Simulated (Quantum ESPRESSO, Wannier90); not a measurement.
# Wannier functions of SiSe2 (Ibam)

Materials Project entry mp-1179443; symmetrised, unrelaxed at this level. COD (Crystallography Open Database) has an entry of this formula and space group (matched by these alone). Method: LDA plane waves in Quantum ESPRESSO 7.5 (PseudoDojo norm-conserving files, 69 Ry, no spin polarisation, no spin-orbit coupling), Bloch states on a 4×4×4 mesh through Γ, Wannier90 4.0.1. Density: 6×6×6 mesh, cold smearing 0.01 Ry. The cell is built of weakly bound layers, chains or molecules, whose nearest atoms lie 3.85 Å apart. Database cells relaxed without dispersion often hold them too far apart, which can enlarge gaps and weakens couplings between them; spacing and stacking were not compared with the measured crystal. Spin-orbit coupling, left out, would split the p-like bands by a few tenths of an eV.

On the energy scale of pw.x, whose zero is arbitrary, the valence-band maximum lies at 3.64 eV.

Input w.win:

```
num_bands = 16
num_wann = 16
exclude_bands = 1-20,37-57
num_iter = 800
conv_tol = 1.0e-6
conv_window = 4
write_hr = true
write_u_matrices = true
auto_projections = true
begin unit_cell_cart
ang
    0.0000000000    0.0000000000   -5.8939600000
   -3.3516200000    4.7426150000   -2.9469800000
    3.3516200000    4.7426150000   -2.9469800000
end unit_cell_cart
begin atoms_frac
Si  -0.2500000000  0.0000000000  0.0000000000
Si   0.2500000000  0.0000000000  0.0000000000
Se   0.1263600000 -0.3156300000  0.0629100000
Se  -0.1263600000  0.3156300000 -0.0629100000
Se   0.3736400000 -0.0629100000  0.3156300000
Se  -0.3736400000  0.0629100000 -0.3156300000
end atoms_frac
mp_grid = 4 4 4
begin kpoints
0.0000000000 0.0000000000 0.0000000000
0.0000000000 0.0000000000 0.2500000000
0.0000000000 0.0000000000 0.5000000000
... (61 more lines: the 4x4x4 mesh through Gamma)
end kpoints
```

Input of pw2wannier90.x that gives the overlap and projection files (equivalent; here they were cut from one run over all bands):

```
&inputpp
  outdir = './out'
  prefix = 'pwscf'
  seedname = 'w'
  write_amn = .true.
  write_mmn = .true.
  scdm_proj = .true.
  scdm_entanglement = 'isolated'
/
```

Output w.wout (banner and timings cut):

```
                                    ------
                                    SYSTEM
                                    ------

                              Lattice Vectors (Ang)
                    a_1     0.000000   0.000000  -5.893960
                    a_2    -3.351620   4.742615  -2.946980
                    a_3     3.351620   4.742615  -2.946980

                   Unit Cell Volume:     187.37421  (Ang^3)

                        Reciprocal-Space Vectors (Ang^-1)
                    b_1     0.000000  -0.662418  -1.066038
                    b_2    -0.937336   0.662418   0.000000
                    b_3     0.937336   0.662418   0.000000

 *----------------------------------------------------------------------------*
 |   Site       Fractional Coordinate          Cartesian Coordinate (Ang)     |
 +----------------------------------------------------------------------------+
 | si   1  -0.25000   0.00000   0.00000   |    0.00000   0.00000   1.47349    |
 | si   2   0.25000   0.00000   0.00000   |    0.00000   0.00000  -1.47349    |
 | se   1   0.12636  -0.31563   0.06291   |    1.26872  -1.19855   0.00000    |
 | se   2  -0.12636   0.31563  -0.06291   |   -1.26872   1.19855  -0.00000    |
 | se   3   0.37364  -0.06291   0.31563   |    1.26872   1.19855  -2.94698    |
 | se   4  -0.37364   0.06291  -0.31563   |   -1.26872  -1.19855   2.94698    |
 *----------------------------------------------------------------------------*
                                ------------
                                K-POINT GRID
                                ------------

             Grid size =  4 x  4 x  4      Total points =   64

 *---------------------------------- MAIN ------------------------------------*
 |  Number of Wannier Functions               :                16             |
 |  Number of Objective Wannier Functions     :                16             |
 |  Number of input Bloch states              :                16             |
 |  Output verbosity (1=low, 5=high)          :                 1             |
 |  Timing Level (1=low, 5=high)              :                 1             |
 |  Optimisation (0=memory, 3=speed)          :                 3             |
 |  Length Unit                               :               Ang             |
 |  Post-processing setup (write *.nnkp)      :                 F             |
 |  Using Gamma-only branch of algorithms     :                 F             |
 *----------------------------------------------------------------------------*
 *------------------------------- WANNIERISE ---------------------------------*
 |  Total number of iterations                :               800             |
 |  Number of CG steps before reset           :                 5             |
 |  Trial step length for line search         :             2.000             |
 |  Convergence tolerence                     :         0.100E-05             |
 |  Convergence window                        :                 4             |
 |  Iterations between writing output         :                 1             |
 |  Iterations between backing up to disk     :               100             |
 |  Write r^2_nm to file                      :                 F             |
 |  Write xyz WF centres to file              :                 F             |
 |  Write on-site energies <0n|H|0n> to file  :                 F             |
 |  Use guiding centre to control phases      :                 F             |
 |  Use phases for initial projections        :                 F             |
 *----------------------------------------------------------------------------*
 *-------------------------------- PLOTTING ----------------------------------*
 |  Plotting Hamiltonian in WF basis          :                 T             |
 *----------------------------------------------------------------------------*

 *---------------------------------- K-MESH ----------------------------------*
 +----------------------------------------------------------------------------+
 |                    Distance to Nearest-Neighbour Shells                    |
 |                    ------------------------------------                    |
 |          Shell             Distance (Ang^-1)          Multiplicity         |
 |          -----             -----------------          ------------         |
 |             1                   0.286945                      4            |
 |             2                   0.313771                      4            |
 |             3                   0.331209                      2            |
 |             4                   0.354880                      4            |
 |             5                   0.468668                      2            |
 |             6                   0.485427                      8            |
 |             7                   0.533019                      2            |
 |             8                   0.549305                      4            |
       ... (lines left out)
 +----------------------------------------------------------------------------+
 | The b-vectors are chosen automatically                                     |
 | The following shells are used:                       1,  2,  3             |
 +----------------------------------------------------------------------------+
 |                        Shell   # Nearest-Neighbours                        |
 |                        -----   --------------------                        |
 |                          1               4                                 |
 |                          2               4                                 |
 |                          3               2                                 |
 +----------------------------------------------------------------------------+
 | Completeness relation is fully satisfied [Eq. (B1), PRB 56, 12847 (1997)]  |
 +----------------------------------------------------------------------------+
 |                  b_k Vectors (Ang^-1) and Weights (Ang^2)                  |
 |                  ----------------------------------------                  |
 |            No.         b_k(x)      b_k(y)      b_k(z)        w_b           |
 |            ---        --------------------------------     --------        |
 |             1         0.234334    0.165604    0.000000     4.552708        |
 |             2        -0.234334    0.165604    0.000000     4.552708        |
 |             3        -0.234334   -0.165604    0.000000     4.552708        |
 |             4         0.234334   -0.165604    0.000000     4.552708        |
 |             5         0.000000   -0.165604   -0.266509     3.519773        |
 |             6         0.000000    0.165604   -0.266509     3.519773        |
 |             7         0.000000    0.165604    0.266509     3.519773        |
 |             8         0.000000   -0.165604    0.266509     3.519773        |
 |             9         0.000000    0.331209    0.000000     0.521672        |
 |            10         0.000000   -0.331209    0.000000     0.521672        |
 +----------------------------------------------------------------------------+
 |                           b_k Directions (Ang^-1)                          |
 |                           -----------------------                          |
 |            No.           x           y           z                         |
 |            ---        --------------------------------                     |
 |             1         0.234334    0.165604    0.000000                     |
 |             2        -0.234334    0.165604    0.000000                     |
 |             3         0.000000   -0.165604   -0.266509                     |
 |             4         0.000000    0.165604   -0.266509                     |
 |             5         0.000000    0.331209    0.000000                     |
 +----------------------------------------------------------------------------+

 Starting a new Wannier90 calculation ...

 Reading overlaps from w.mmn

 Reading projections from w.amn

 *------------------------------- WANNIERISE ---------------------------------*
 +--------------------------------------------------------------------+<-- CONV
 | Iter  Delta Spread     RMS Gradient      Spread (Ang^2)            |<-- CONV
 +--------------------------------------------------------------------+<-- CONV

 ------------------------------------------------------------------------------
 Initial State
  WF centre and spread    1  ( -1.602260,  1.079889, -0.004560 )     1.71955604
  WF centre and spread    2  (  1.602167, -1.079758, -0.002390 )     1.72004448
  WF centre and spread    3  ( -1.602167, -1.079758,  2.944590 )     1.72004448
  WF centre and spread    4  (  1.602260,  1.079889, -2.951540 )     1.71955604
  WF centre and spread    5  ( -0.942880,  1.530571, -0.004169 )     1.75674035
  WF centre and spread    6  ( -0.943024, -1.530403,  2.934249 )     1.75707634
  WF centre and spread    7  (  0.943024, -1.530403, -0.012731 )     1.75707634
  WF centre and spread    8  (  0.942880,  1.530571, -2.951149 )     1.75674035
  WF centre and spread    9  ( -0.815091,  0.682722, -0.615060 )     1.52449855
  WF centre and spread   10  ( -0.819790, -0.676737,  2.335888 )     1.53095227
  WF centre and spread   11  (  0.815091,  0.682722,  2.331920 )     1.52449855
  WF centre and spread   12  (  0.819790, -0.676737, -0.611092 )     1.53095227
  WF centre and spread   13  (  0.827614, -0.709613,  0.627671 )     1.55186848
  WF centre and spread   14  (  0.832452,  0.703162, -2.321962 )     1.55288311
  WF centre and spread   15  ( -0.827614, -0.709613, -2.319309 )     1.55186848
  WF centre and spread   16  ( -0.832452,  0.703162,  0.625018 )     1.55288312
  Sum of centres and spreads ( -0.000000, -0.000333,  0.005375 )    26.22723925

      0     0.262E+02     0.0000000000       26.2272392465  <-- CONV
        O_D=      0.0101902 O_OD=      4.2474402 O_TOT=     26.2272392 <-- SPRD
 ------------------------------------------------------------------------------
      1    -0.564E+00     0.8117438436       25.6629632033  <-- CONV
        O_D=      0.0118868 O_OD=      3.6814676 O_TOT=     25.6629632 <-- SPRD
      2    -0.156E+00     0.5588665459       25.5071982069  <-- CONV
        O_D=      0.0081547 O_OD=      3.5294346 O_TOT=     25.5071982 <-- SPRD
      3    -0.397E-01     0.3154002343       25.4675128121  <-- CONV
        O_D=      0.0061861 O_OD=      3.4917178 O_TOT=     25.4675128 <-- SPRD
      4    -0.169E-01     0.2078031082       25.4506396683  <-- CONV
        O_D=      0.0065210 O_OD=      3.4745098 O_TOT=     25.4506397 <-- SPRD
      5    -0.156E-01     0.1655198444       25.4350496681  <-- CONV
        O_D=      0.0062805 O_OD=      3.4591603 O_TOT=     25.4350497 <-- SPRD
       ... (lines left out)
    100    -0.109E-03     0.0165879974       25.2733369790  <-- CONV
        O_D=      0.0060703 O_OD=      3.2976578 O_TOT=     25.2733370 <-- SPRD
       ... (lines left out)
    200    -0.400E-05     0.0025973686       25.2687524150  <-- CONV
        O_D=      0.0060576 O_OD=      3.2930859 O_TOT=     25.2687524 <-- SPRD
       ... (lines left out)
    246    -0.611E-06     0.0012167329       25.2685962444  <-- CONV
        O_D=      0.0060590 O_OD=      3.2929284 O_TOT=     25.2685962 <-- SPRD
    247    -0.593E-06     0.0015397835       25.2685956517  <-- CONV
        O_D=      0.0060589 O_OD=      3.2929279 O_TOT=     25.2685957 <-- SPRD
    248    -0.840E-06     0.0011897810       25.2685948115  <-- CONV
        O_D=      0.0060587 O_OD=      3.2929273 O_TOT=     25.2685948 <-- SPRD
             <<<     Delta < 1.000E-06  over  4 iterations     >>>
             <<< Wannierisation convergence criteria satisfied >>>
 Final State
  WF centre and spread    1  ( -1.605603,  0.918727, -0.000000 )     1.65977285
  WF centre and spread    2  (  1.605601, -0.918725, -0.000000 )     1.65977502
  WF centre and spread    3  ( -1.605601, -0.918725,  2.946980 )     1.65977502
  WF centre and spread    4  (  1.605603,  0.918727, -2.946980 )     1.65977285
  WF centre and spread    5  ( -1.084714,  1.601469, -0.000000 )     1.64444109
  WF centre and spread    6  ( -1.084716, -1.601470,  2.946980 )     1.64443858
  WF centre and spread    7  (  1.084716, -1.601470, -0.000000 )     1.64443858
  WF centre and spread    8  (  1.084714,  1.601469, -2.946980 )     1.64444109
  WF centre and spread    9  ( -0.755981,  0.745548, -0.621619 )     1.50646788
  WF centre and spread   10  ( -0.755981, -0.745548,  2.325361 )     1.50646769
  WF centre and spread   11  (  0.755981,  0.745548,  2.325361 )     1.50646788
  WF centre and spread   12  (  0.755981, -0.745548, -0.621619 )     1.50646769
  WF centre and spread   13  (  0.755981, -0.745548,  0.621619 )     1.50646731
  WF centre and spread   14  (  0.755981,  0.745548, -2.325361 )     1.50646700
  WF centre and spread   15  ( -0.755981, -0.745548, -2.325361 )     1.50646731
  WF centre and spread   16  ( -0.755981,  0.745548,  0.621619 )     1.50646700
  Sum of centres and spreads ( -0.000000,  0.000000, -0.000001 )    25.26859481

         Spreads (Ang^2)       Omega I      =    21.969608869
        ================       Omega D      =     0.006058650
                               Omega OD     =     3.292927292
    Final Spread (Ang^2)       Omega Total  =    25.268594812
```
